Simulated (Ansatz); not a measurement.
Two-dimensional strain map in Ba

Theory: DFT LDA, scalar-relativistic, plane waves, PAW in Ansatz 0.2.0. The runs took a 420 eV cutoff, a Γ-centred 14×14×8 mesh and Gaussian smearing (0.15 eV). No spin polarisation. Energies are free energies at this smearing, counted from the undisturbed cell; pressure is positive in compression.

Zero of the scan (as given, not relaxed at this level; it stands at -0.3 GPa; this form isn't the usual structure):

```yaml
crystal:
  lattice:
    - [1.95500, -3.65000, 0.00000]
    - [1.95500, 3.65000, 0.00000]
    - [0.00000, 0.00000, 5.70000]
  atoms:
    - { symbol: Ba, position: [0.00000, 0.00000, 0.00000] }
```

The cell is strained by p along both x and y and by q along z, fractional coordinates fixed. Points are written (p, q).

Energy above the undisturbed cell in meV/atom (a dash: not computed):

| p \ q | -0.050 | 0.000 | 0.050 |
| --- | --- | --- | --- |
| -0.050 | -7.4 | ? | 118.1 |
| 0.000 | -62.3 | 0.0 | 53.3 |
| 0.050 | ? | -6.0 | 43.8 |

(1) Fill in the withheld energies.

## Answers

(1) (-0.050, 0.000): 60.2; (0.050, -0.050): -64.0.